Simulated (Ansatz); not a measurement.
ZrSi in space group Cmcm (No. 63; Zr on 4c, Si on 4c) at seven volumes, LDA in the plane-wave PAW code Ansatz, shape and atoms relaxed at each. One row is withheld.

```csv
V (Å³/atom),P (GPa)
15.387,18.09
15.895,11.10
16.402,?
16.909,0.00
17.417,-4.39
17.924,-8.15
18.431,-11.37
```

Fit the shown pressures and predict the withheld one.

P = (3/2)B₀(x^(7/2) − x^(5/2))[1 + (3/4)(B′ − 4)(x − 1)] with x = (V₀/V)^(2/3). Least squares on the six rows gives V₀ = 16.909 Å³/atom, B₀ = 158 GPa, B′ = 4.14. At V = 16.402, x = 1.0205 and P = 5.12 GPa. The run itself gave 5.12 GPa.

The workflow started from a Materials Project entry (that database holds measured and hypothetical structures alike); the Crystallography Open Database files this formula in space group No. 63, but the cells were not matched. Its standing as an ambient phase is unchecked. Symmetry was held in the LDA relaxation; of distortions, only those at the zone centre were tested. The run is not spin-polarised.

Potentials: the later of the program's two PAW sets.
